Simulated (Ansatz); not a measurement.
Run on Zn (diamond type): DFT, r2SCAN, PAW with Ansatz's default frozen-core files, scalar-relativistic (Ansatz 0.2.0). This run: the undistorted cell.

This is a prototype cell at a chosen volume, and whether it is the ground state is a separate question.

Command: `ansatz run input.yaml --threads 1 --pin off --max-ram 2048MiB --backend cpu --events-out ev --progress --plain --runs-dir out` It took 3.5 s on 1 thread of AMD EPYC 9B14 (Zen 4), with other jobs on the host, peak memory 0.52 GiB.

```yaml
crystal:
  lattice:
    - [0.0, 2.66570712, 2.66570712]
    - [2.66570712, 0.0, 2.66570712]
    - [2.66570712, 2.66570712, 0.0]
  atoms:
    - { symbol: Zn, position: [-0.125, -0.125, -0.125] }
    - { symbol: Zn, position: [0.125, 0.125, 0.125] }
kpoints:
  mp_grid: { grid: [10, 10, 10] }
scf:
  occupations: { method: fermi_dirac, width: 0.05 }
hamiltonian:
  xc: r2scan
  pseudopotentials: { kind: paw }
output:
  forces: true
  stress: true
  eigenvalues: true
  efg: { contact_densities: true }
  populations: true
```

Output:

```
Engine: ansatz 0.2.0
Pseudopotentials: kind: paw
Pseudopotential: Zn, paw, valence charge 12, recommended cutoff 500 eV (meta_gga), Zn.paw.azcp
Functional definition: r2SCAN
  parameter k0 = 0.174
  parameter k1 = 0.065
  parameter a1 = 4.9479
  exchange = r2scan_x(k0 = k0, k1 = k1, a1 = a1)
  correlation = r2scan_c
Crystal: 2 atoms, lattice volume = 37.885 Å³
Basis set: ecut = 500 eV, 941 PW (Γ), exchange–correlation on 120×120×120 points (64 copies of the dense FFT grid, shifted against one another)
Bands: 16, of which v1, the nominal top of the filled ones, is band 12 counted from 1 (11 counted from 0)
Symmetry: 48 space group operations
Space group: Fd-3m (ITA 227), of the structure as read, at distance tolerance 3.4e-5 Å
k-points: 47 of 1000
Non-local potential: Zn, projectors of the file, l = 0: 2, l = 1: 2, l = 2: 3, l = 3: 1
PAW form: soft (Blöchl's): semilocal exchange-correlation on the pseudo side does not see the compensation charge
PAW frozen core: Zn, regenerated for the run's functional (the file was generated under x = pbe(κ = 0.804, μ = 0.2195149727645171), c = pbe(β = 0.06672455060314922))
PAW one-centre angular grid: Zn, 590 points (default); XC on 261 of its mesh's 2673 points in the sphere
Initial density: superposition of atomic densities (neutral atoms: chi_scale 0, normalization atom), corrected by the library's trained network
Initial wavefunctions: pseudopotential atomic-orbital guess
Functional: x = r2scan, c = r2scan; τ floored in thin density (d = 2e-4 eV/Å³)
SCF iter   1: F=—  HF=-6650.000091 eV  |F-HF|=—  |Δ(HF+E_count)|=         —  Δρ=1.97e-2  dr2=8.07e-2  dr2_τ=1.76e-3  ethr=1.77e-3  ⟨swp⟩=5.3  Hψ=3909  notcnv=0
preconditioner: auto → none  [insulator: Δε(μ)=0.213 eV  Ē_g=12.972 eV  σ=0.050 eV  W_gap=0.54  n_scr=14 (ndim 8)  ℏωp=29.6 eV  f_vac=0.000  D(μ)=0.96/eV (n_scr^D=8)  ε∞_Penn≈6.2]
SCF iter   2: F=—  HF=-6649.993666 eV  |F-HF|=—  |Δ(HF+E_count)|=   6.43e-3  Δρ=7.58e-3  dr2=1.21e-2  dr2_τ=4.08e-4  ethr=3.36e-4  ⟨swp⟩=2.7  Hψ=1927  notcnv=0  defer=9
SCF iter   3: F=—  HF=-6649.983794 eV  |F-HF|=—  |Δ(HF+E_count)|=   9.87e-3  Δρ=1.80e-3  dr2=6.58e-4  dr2_τ=3.00e-6  ethr=5.06e-5  ⟨swp⟩=2.0  Hψ=1485  notcnv=0  defer=9
SCF iter   4: F=—  HF=-6649.983681 eV  |F-HF|=—  |Δ(HF+E_count)|=   1.13e-4  Δρ=1.23e-4  dr2=5.77e-6  dr2_τ=1.66e-7  ethr=2.74e-6  ⟨swp⟩=2.5  Hψ=1488  notcnv=0  defer=9
SCF iter   5: F=—  HF=-6649.983682 eV  |F-HF|=—  |Δ(HF+E_count)|=   1.32e-6  Δρ=6.82e-5  dr2=1.25e-6  dr2_τ=3.18e-8  ethr=2.41e-8  ⟨swp⟩=1.7  Hψ=922  notcnv=0  defer=9
SCF iter   6: F=-6649.983683 eV  HF=-6649.983683 eV  |F-HF|=7.72e-10  |Δ(HF+E_count)|=   6.69e-7  Δρ=4.51e-6  dr2=5.19e-9  dr2_τ=1.31e-10  ethr=4.17e-10  ⟨swp⟩=3.9  Hψ=3463  notcnv=0
SCF 1 converged in 6 iterations: F = -6649.983683 eV  dr2 = 5.19e-9
  greatest PAW one-centre occupation: 0.982 electrons in one spin orbital (limit 2), on the Zn atom at site 1 (counted from 0), in its partial waves of l = 2
SCF converged after 6 iterations
Free energy (F): -6649.983683 eV
Harris-Foulkes:  -6649.983683 eV  (|F-HF|=7.72e-10)
Internal energy: -6649.976398 eV  (E = F + TS)
E sigma→0 (E₀):  -6649.980041 eV
Entropy (-TS):   -0.007285 eV (-3.643 meV/atom)
Fermi energy:    7.666796 eV
--- Per-component energies (eV) ---
  E_band       = 11.909790
  E_kinetic    = 262.146946
  E_local      = -3635.835053  (includes V_loc(G=0)·N_el)
  E_nonlocal   = 1224.240025
  E_hartree    = 1532.396752
  E_xc         = -249.782981
  E_vxc        = -110.400492  (∫ρ·V_xc dr)
  E_paw        = -3687.687377  (= ΣΔE_a)
  E_vpaw       = -799.708536  (= ΣTr[D̂ρ^β])
  E_aug_tail   = -0.000080  (compensation charges beyond the density's cutoff)
  E_vtau       = 6.674129  (kinetic-family band-sum trace: ∫τ·v_τ [+ j·A + Jᵃ·Aᵃ] dr)
  E_ewald      = -2095.089393
  E_core_change = -0.365237  (= ΣΔE_core)
  E_smearing   = -0.007285  (= −TS)
  E_closure    = -0.000000  (closes the sum)
  Σ components = -6649.983683   (vs F -6649.983683, Δ=0.00e0)
--- Forces (eV/Å), atoms counted from 1 ---
  atom   1  Zn     0.00000000    -0.00000000     0.00000000
  atom   2  Zn    -0.00000000     0.00000000    -0.00000000
  max |Σ_I F_I| component: 2.78e-17 eV/Å
--- Stress (GPa, compression-positive) ---
       10.893544       0.000000      -0.000000
        0.000000      10.893544      -0.000000
       -0.000000       0.000000      10.893544
  P = ⅓ Tr σ = 10.8935 GPa (108.935 kbar)
--- PAW observables at the nuclei: V_zz in 10²¹ V/m², potentials from the cell's mean, atoms counted from 1 ---
  atom   1  Zn V_zz =    +0.000000   η = 0.0000   by run symmetry: forbidden
            electrostatic potential = -3943.344494 V   contact ρ = 166487.580026 e/Å³
  atom   2  Zn V_zz =    +0.000000   η = 0.0000   by run symmetry: forbidden
            electrostatic potential = -3943.344494 V   contact ρ = 166487.580026 e/Å³
--- Band table (eV; the first three rows and the last of 47) ---
  k-point 0: bands = ["-1.5683", "-0.7345", "-0.7345", "-0.7345", "-0.6880", "-0.6880", "0.1961", "0.1961", "0.1961", "0.5605", "0.5605", "14.4883", "14.4883", "14.4883", "15.8466", "15.8466"]
  k-point 1: bands = ["-1.4187", "-0.7807", "-0.7807", "-0.7293", "-0.6244", "-0.6244", "0.1889", "0.1889", "0.1964", "0.5641", "0.5641", "12.4626", "13.9035", "13.9035", "16.3832", "16.5151"]
  k-point 2: bands = ["-1.0288", "-0.8125", "-0.8125", "-0.7008", "-0.5536", "-0.5536", "0.1817", "0.1817", "0.2494", "0.5688", "0.5688", "9.8065", "13.1094", "13.1094", "16.2186", "17.2367"]
  k-point 46: bands = ["-0.9104", "-0.9104", "-0.5316", "-0.5316", "-0.1806", "-0.1806", "-0.0223", "-0.0223", "0.6827", "0.6827", "4.6581", "4.6581", "7.4438", "7.4438", "16.6604", "16.6604"]
--- Löwdin populations: 2 sites ---
  site symbol       q [e]
     0     Zn     11.5972
     1     Zn     11.5972
  spilling = 0.033567 (of n_electrons = 24.000000)
```

populations.tsv:

```
# site	symbol	l	j	q
# orbitals = lowdin
# n_electrons = 24.000000
# spilling = 0.033567
0	Zn	0_4S	-	1.617539
0	Zn	2_3D	-	9.979654
1	Zn	0_4S	-	1.617539
1	Zn	2_3D	-	9.979654
```

Next run (one bond, the shortest of the undistorted cell, set to 2.032 Å), as changes to the input before:

```diff
   atoms:
-    - { symbol: Zn, position: [-0.125, -0.125, -0.125] }
-    - { symbol: Zn, position: [0.125, 0.125, 0.125] }
+    - { symbol: Zn, position: [-0.17, -0.11, -0.11] }
+    - { symbol: Zn, position: [0.17, 0.11, 0.11] }
 kpoints:
   populations: true
+  write_density: true
+  write_potential: true
+  elf: true
+  volumetric_format: npy
```

Command: `ansatz run input.yaml --threads 1 --pin off --max-ram 2048MiB --backend cpu --events-out ev --progress --plain --runs-dir out` It took 6.7 s on 1 thread of AMD EPYC 9B14 (Zen 4), on a shared host, peak memory 0.55 GiB.

Results part of the output:

```
SCF 1 converged in 7 iterations: F = -6649.574622 eV  dr2 = 1.63e-8
  greatest PAW one-centre occupation: 0.982 electrons in one spin orbital (limit 2), on the Zn atom at site 1 (counted from 0), in its partial waves of l = 2
SCF converged after 7 iterations
Free energy (F): -6649.574622 eV
Harris-Foulkes:  -6649.574622 eV  (|F-HF|=9.85e-9)
Internal energy: -6649.568990 eV  (E = F + TS)
E sigma→0 (E₀):  -6649.571806 eV
Entropy (-TS):   -0.005632 eV (-2.816 meV/atom)
Fermi energy:    7.689770 eV
--- Per-component energies (eV) ---
  E_band       = 10.395084
  E_kinetic    = 262.557490
  E_local      = -3658.637850  (includes V_loc(G=0)·N_el)
  E_nonlocal   = 1224.770383
  E_hartree    = 1542.705215
  E_xc         = -249.996227
  E_vxc        = -110.659214  (∫ρ·V_xc dr)
  E_paw        = -3687.729812  (= ΣΔE_a)
  E_vpaw       = -799.731645  (= ΣTr[D̂ρ^β])
  E_aug_tail   = -0.000083  (compensation charges beyond the density's cutoff)
  E_vtau       = 6.687188  (kinetic-family band-sum trace: ∫τ·v_τ [+ j·A + Jᵃ·Aᵃ] dr)
  E_ewald      = -2082.872869
  E_core_change = -0.365237  (= ΣΔE_core)
  E_smearing   = -0.005632  (= −TS)
  E_closure    = -0.000000  (closes the sum)
  Σ components = -6649.574622   (vs F -6649.574622, Δ=0.00e0)
--- Forces (eV/Å), atoms counted from 1 ---
  atom   1  Zn    -2.09239634     2.09239634     2.09239634
  atom   2  Zn     2.09239634    -2.09239634    -2.09239634
  max |Σ_I F_I| component: 4.44e-16 eV/Å
--- Stress (GPa, compression-positive) ---
       14.901664     -11.627479     -11.627479
      -11.627479      14.901664      11.627479
      -11.627479      11.627479      14.901664
  P = ⅓ Tr σ = 14.9017 GPa (149.017 kbar)
--- PAW observables at the nuclei: V_zz in 10²¹ V/m², potentials from the cell's mean, atoms counted from 1 ---
  atom   1  Zn V_zz =    -2.758286   η = 0.0000   by run symmetry: allowed
            electrostatic potential = -3943.321492 V   contact ρ = 166489.191798 e/Å³
  atom   2  Zn V_zz =    -2.758286   η = 0.0000   by run symmetry: allowed
            electrostatic potential = -3943.321492 V   contact ρ = 166489.191798 e/Å³
--- Band table (eV; the first three rows and the last of 116) ---
  k-point 0: bands = ["-1.7723", "-0.9274", "-0.8306", "-0.8306", "-0.6583", "-0.6583", "0.1228", "0.1228", "0.2117", "0.5043", "0.5043", "13.5804", "15.0741", "15.0741", "15.3314", "15.3314"]
  k-point 1: bands = ["-1.6799", "-0.9192", "-0.8349", "-0.7974", "-0.6400", "-0.6241", "0.1152", "0.1235", "0.2104", "0.4993", "0.5164", "12.4679", "13.4700", "14.2715", "16.0056", "16.1686"]
  k-point 2: bands = ["-1.5050", "-0.8739", "-0.8341", "-0.7169", "-0.6070", "-0.4791", "0.1304", "0.1356", "0.2328", "0.4835", "0.5416", "9.8637", "12.7320", "13.5452", "15.9449", "16.6733"]
  k-point 115: bands = ["-1.4256", "-0.9944", "-0.9944", "-0.4933", "-0.4933", "0.0560", "0.1303", "0.1303", "0.6948", "0.6948", "2.8114", "3.3172", "11.8416", "11.8416", "16.1418", "16.8086"]
--- Löwdin populations: 2 sites ---
  site symbol       q [e]
     0     Zn     11.5879
     1     Zn     11.5879
  spilling = 0.034341 (of n_electrons = 24.000000)
```

Next run (one bond, the shortest of the undistorted cell, set to 1.893 Å), as changes to the input before:

```diff
   atoms:
-    - { symbol: Zn, position: [-0.17, -0.11, -0.11] }
-    - { symbol: Zn, position: [0.17, 0.11, 0.11] }
+    - { symbol: Zn, position: [-0.1925, -0.1025, -0.1025] }
+    - { symbol: Zn, position: [0.1925, 0.1025, 0.1025] }
 kpoints:
   populations: true
-  write_density: true
-  write_potential: true
-  elf: true
-  volumetric_format: npy
```

Command: `ansatz run input.yaml --threads 1 --pin off --max-ram 2048MiB --backend cpu --events-out ev --progress --plain --runs-dir out` It took 6.5 s on 1 thread of AMD EPYC 9B14 (Zen 4), on a shared host, peak memory 0.55 GiB.

Results part of the output:

```
SCF 1 converged in 7 iterations: F = -6648.824010 eV  dr2 = 4.34e-8
  greatest PAW one-centre occupation: 0.983 electrons in one spin orbital (limit 2), on the Zn atom at site 1 (counted from 0), in its partial waves of l = 2
SCF converged after 7 iterations
Free energy (F): -6648.824010 eV
Harris-Foulkes:  -6648.824010 eV  (|F-HF|=6.27e-9)
Internal energy: -6648.818646 eV  (E = F + TS)
E sigma→0 (E₀):  -6648.821328 eV
Entropy (-TS):   -0.005363 eV (-2.682 meV/atom)
Fermi energy:    7.707786 eV
--- Per-component energies (eV) ---
  E_band       = 8.036171
  E_kinetic    = 263.146951
  E_local      = -3695.104495  (includes V_loc(G=0)·N_el)
  E_nonlocal   = 1226.015019
  E_hartree    = 1559.235617
  E_xc         = -250.275635
  E_vxc        = -110.980787  (∫ρ·V_xc dr)
  E_paw        = -3688.073343  (= ΣΔE_a)
  E_vpaw       = -800.219061  (= ΣTr[D̂ρ^β])
  E_aug_tail   = -0.000097  (compensation charges beyond the density's cutoff)
  E_vtau       = 6.703665  (kinetic-family band-sum trace: ∫τ·v_τ [+ j·A + Jᵃ·Aᵃ] dr)
  E_ewald      = -2063.397425
  E_core_change = -0.365237  (= ΣΔE_core)
  E_smearing   = -0.005363  (= −TS)
  E_closure    = -0.000000  (closes the sum)
  Σ components = -6648.824010   (vs F -6648.824010, Δ=0.00e0)
--- Forces (eV/Å), atoms counted from 1 ---
  atom   1  Zn    -4.35919199     4.35919199     4.35919199
  atom   2  Zn     4.35919199    -4.35919199    -4.35919199
  max |Σ_I F_I| component: 0.00e0 eV/Å
--- Stress (GPa, compression-positive) ---
       21.824287     -21.425060     -21.425060
      -21.425060      21.824287      21.425060
      -21.425060      21.425060      21.824287
  P = ⅓ Tr σ = 21.8243 GPa (218.243 kbar)
--- PAW observables at the nuclei: V_zz in 10²¹ V/m², potentials from the cell's mean, atoms counted from 1 ---
  atom   1  Zn V_zz =    -3.401395   η = 0.0000   by run symmetry: allowed
            electrostatic potential = -3943.293656 V   contact ρ = 166491.704653 e/Å³
  atom   2  Zn V_zz =    -3.401395   η = 0.0000   by run symmetry: allowed
            electrostatic potential = -3943.293656 V   contact ρ = 166491.704653 e/Å³
--- Band table (eV; the first three rows and the last of 116) ---
  k-point 0: bands = ["-2.0974", "-1.1183", "-1.1183", "-1.0420", "-0.6541", "-0.6541", "0.0432", "0.0432", "0.2819", "0.4475", "0.4475", "13.2888", "15.0673", "15.0673", "15.4041", "15.4041"]
  k-point 1: bands = ["-2.0490", "-1.1468", "-1.1184", "-0.9337", "-0.6444", "-0.6188", "0.0291", "0.0491", "0.2771", "0.4403", "0.4758", "12.3972", "13.3961", "14.3738", "15.8704", "16.1094"]
  k-point 2: bands = ["-1.9614", "-1.1799", "-1.1158", "-0.7152", "-0.6237", "-0.4481", "0.0272", "0.0692", "0.2974", "0.4184", "0.5321", "9.8804", "12.6540", "13.7298", "15.7642", "16.4655"]
  k-point 115: bands = ["-1.9588", "-1.3090", "-1.3090", "-0.5375", "-0.5375", "0.0565", "0.0565", "0.2930", "0.7353", "0.7353", "2.8868", "3.1320", "11.7711", "11.7711", "16.2510", "16.9257"]
--- Löwdin populations: 2 sites ---
  site symbol       q [e]
     0     Zn     11.5814
     1     Zn     11.5814
  spilling = 0.034880 (of n_electrons = 24.000000)
```

Next run (one bond, the shortest of the undistorted cell, set to 1.477 Å), as changes to the input before:

```diff
   atoms:
-    - { symbol: Zn, position: [-0.1925, -0.1025, -0.1025] }
-    - { symbol: Zn, position: [0.1925, 0.1025, 0.1025] }
+    - { symbol: Zn, position: [-0.26, -0.08, -0.08] }
+    - { symbol: Zn, position: [0.26, 0.08, 0.08] }
 kpoints:
```

Command: `ansatz run input.yaml --threads 1 --pin off --max-ram 2048MiB --backend cpu --events-out ev --progress --plain --runs-dir out` It took 6.8 s on 1 thread of AMD EPYC 9B14 (Zen 4) (shared host), peak memory 0.55 GiB.

Results part of the output:

```
SCF 1 converged in 8 iterations: F = -6639.981620 eV  dr2 = 8.21e-8
  greatest PAW one-centre occupation: 0.985 electrons in one spin orbital (limit 2), on the Zn atom at site 1 (counted from 0), in its partial waves of l = 2
SCF converged after 8 iterations
Free energy (F): -6639.981620 eV
Harris-Foulkes:  -6639.981620 eV  (|F-HF|=3.43e-8)
Internal energy: -6639.976744 eV  (E = F + TS)
E sigma→0 (E₀):  -6639.979182 eV
Entropy (-TS):   -0.004877 eV (-2.438 meV/atom)
Fermi energy:    7.817101 eV
--- Per-component energies (eV) ---
  E_band       = -11.675167
  E_kinetic    = 264.493042
  E_local      = -3982.844012  (includes V_loc(G=0)·N_el)
  E_nonlocal   = 1246.463313
  E_hartree    = 1689.864382
  E_xc         = -250.671603
  E_vxc        = -110.849017  (∫ρ·V_xc dr)
  E_paw        = -3697.714361  (= ΣΔE_a)
  E_vpaw       = -815.380152  (= ΣTr[D̂ρ^β])
  E_aug_tail   = -0.000099  (compensation charges beyond the density's cutoff)
  E_vtau       = 6.717656  (kinetic-family band-sum trace: ∫τ·v_τ [+ j·A + Jᵃ·Aᵃ] dr)
  E_ewald      = -1909.202169
  E_core_change = -0.365237  (= ΣΔE_core)
  E_smearing   = -0.004877  (= −TS)
  E_closure    = -0.000000  (closes the sum)
  Σ components = -6639.981620   (vs F -6639.981620, Δ=0.00e0)
--- Forces (eV/Å), atoms counted from 1 ---
  atom   1  Zn   -25.02927777    25.02927777    25.02927777
  atom   2  Zn    25.02927777   -25.02927777   -25.02927777
  max |Σ_I F_I| component: 7.11e-15 eV/Å
--- Stress (GPa, compression-positive) ---
       85.805508     -90.616137     -90.616137
      -90.616137      85.805508      90.616137
      -90.616137      90.616137      85.805508
  P = ⅓ Tr σ = 85.8055 GPa (858.055 kbar)
--- PAW observables at the nuclei: V_zz in 10²¹ V/m², potentials from the cell's mean, atoms counted from 1 ---
  atom   1  Zn V_zz =    +9.007383   η = 0.0000   by run symmetry: allowed
            electrostatic potential = -3943.137706 V   contact ρ = 166502.793440 e/Å³
  atom   2  Zn V_zz =    +9.007383   η = 0.0000   by run symmetry: allowed
            electrostatic potential = -3943.137706 V   contact ρ = 166502.793440 e/Å³
--- Band table (eV; the first three rows and the last of 116) ---
  k-point 0: bands = ["-4.2438", "-3.8067", "-3.8067", "-1.4798", "-1.4798", "-1.2786", "-0.2791", "-0.2791", "0.3927", "0.3927", "0.3987", "13.4334", "14.2180", "14.2180", "16.4847", "16.4847"]
  k-point 1: bands = ["-4.2476", "-3.8231", "-3.8072", "-1.4757", "-1.4749", "-1.1167", "-0.2904", "-0.2669", "0.3820", "0.4062", "0.4305", "12.3884", "13.5911", "14.0307", "15.6605", "16.6325"]
  k-point 2: bands = ["-4.2577", "-3.8652", "-3.8084", "-1.4747", "-1.4626", "-0.6406", "-0.3090", "-0.2325", "0.3517", "0.4621", "0.5053", "9.9238", "13.1393", "13.7304", "15.2306", "16.4755"]
  k-point 115: bands = ["-4.4189", "-3.9524", "-3.9524", "-1.5030", "-1.5030", "-0.2524", "-0.2524", "0.6247", "0.8245", "0.8245", "2.8559", "3.1985", "11.5862", "11.5862", "16.5041", "17.2611"]
--- Löwdin populations: 2 sites ---
  site symbol       q [e]
     0     Zn     11.5327
     1     Zn     11.5327
  spilling = 0.038941 (of n_electrons = 24.000000)
```

Next run (one bond, the shortest of the undistorted cell, set to 1.339 Å), as changes to the input before:

```diff
   atoms:
-    - { symbol: Zn, position: [-0.26, -0.08, -0.08] }
-    - { symbol: Zn, position: [0.26, 0.08, 0.08] }
+    - { symbol: Zn, position: [-0.2825, -0.0725, -0.0725] }
+    - { symbol: Zn, position: [0.2825, 0.0725, 0.0725] }
 kpoints:
```

Results part of the output:

```
SCF 1 converged in 9 iterations: F = -6632.513142 eV  dr2 = 3.28e-8
  greatest PAW one-centre occupation: 0.986 electrons in one spin orbital (limit 2), on the Zn atom at site 1 (counted from 0), in its partial waves of l = 2
SCF converged after 9 iterations
Free energy (F): -6632.513142 eV
Harris-Foulkes:  -6632.513142 eV  (|F-HF|=2.26e-8)
Internal energy: -6632.509084 eV  (E = F + TS)
E sigma→0 (E₀):  -6632.511113 eV
Entropy (-TS):   -0.004058 eV (-2.029 meV/atom)
Fermi energy:    7.862738 eV
--- Per-component energies (eV) ---
  E_band       = -26.024185
  E_kinetic    = 264.488773
  E_local      = -4164.939208  (includes V_loc(G=0)·N_el)
  E_nonlocal   = 1261.349933
  E_hartree    = 1770.820394
  E_xc         = -250.433921
  E_vxc        = -109.929708  (∫ρ·V_xc dr)
  E_paw        = -3704.473249  (= ΣΔE_a)
  E_vpaw       = -825.340664  (= ΣTr[D̂ρ^β])
  E_aug_tail   = -0.000079  (compensation charges beyond the density's cutoff)
  E_vtau       = 6.705698  (kinetic-family band-sum trace: ∫τ·v_τ [+ j·A + Jᵃ·Aᵃ] dr)
  E_ewald      = -1808.956490
  E_core_change = -0.365237  (= ΣΔE_core)
  E_smearing   = -0.004058  (= −TS)
  E_closure    = -0.000000  (closes the sum)
  Σ components = -6632.513142   (vs F -6632.513142, Δ=0.00e0)
--- Forces (eV/Å), atoms counted from 1 ---
  atom   1  Zn   -37.10777543    37.10777543    37.10777543
  atom   2  Zn    37.10777543   -37.10777543   -37.10777543
  max |Σ_I F_I| component: 7.11e-15 eV/Å
--- Stress (GPa, compression-positive) ---
      115.405359    -121.358370    -121.358370
     -121.358370     115.405359     121.358370
     -121.358370     121.358370     115.405359
  P = ⅓ Tr σ = 115.4054 GPa (1154.054 kbar)
--- PAW observables at the nuclei: V_zz in 10²¹ V/m², potentials from the cell's mean, atoms counted from 1 ---
  atom   1  Zn V_zz =   +25.095708   η = 0.0000   by run symmetry: allowed
            electrostatic potential = -3943.001214 V   contact ρ = 166503.939610 e/Å³
  atom   2  Zn V_zz =   +25.095708   η = 0.0000   by run symmetry: allowed
            electrostatic potential = -3943.001214 V   contact ρ = 166503.939610 e/Å³
--- Band table (eV; the first three rows and the last of 116) ---
  k-point 0: bands = ["-5.5881", "-5.5881", "-5.2581", "-2.3704", "-2.3704", "-1.2507", "-0.5419", "-0.5419", "0.1849", "0.3041", "0.3041", "13.8638", "13.8638", "13.9522", "16.8465", "16.8465"]
  k-point 1: bands = ["-5.6009", "-5.5882", "-5.2620", "-2.3679", "-2.3650", "-1.0905", "-0.5478", "-0.5315", "0.2008", "0.2935", "0.3282", "12.3751", "13.7168", "13.9463", "15.6082", "16.9485"]
  k-point 2: bands = ["-5.6340", "-5.5884", "-5.2722", "-2.3670", "-2.3511", "-0.6548", "-0.5246", "-0.5030", "0.2480", "0.2650", "0.4050", "9.9159", "13.4565", "13.6182", "15.0541", "16.7118"]
  k-point 115: bands = ["-5.7032", "-5.7032", "-5.4514", "-2.3987", "-2.3987", "-0.5170", "-0.5170", "0.4112", "0.7114", "0.7114", "2.9281", "3.3543", "11.5141", "11.5141", "16.5429", "17.3226"]
--- Löwdin populations: 2 sites ---
  site symbol       q [e]
     0     Zn     11.4935
     1     Zn     11.4935
  spilling = 0.042210 (of n_electrons = 24.000000)
```

The PAW files were made under PBE.
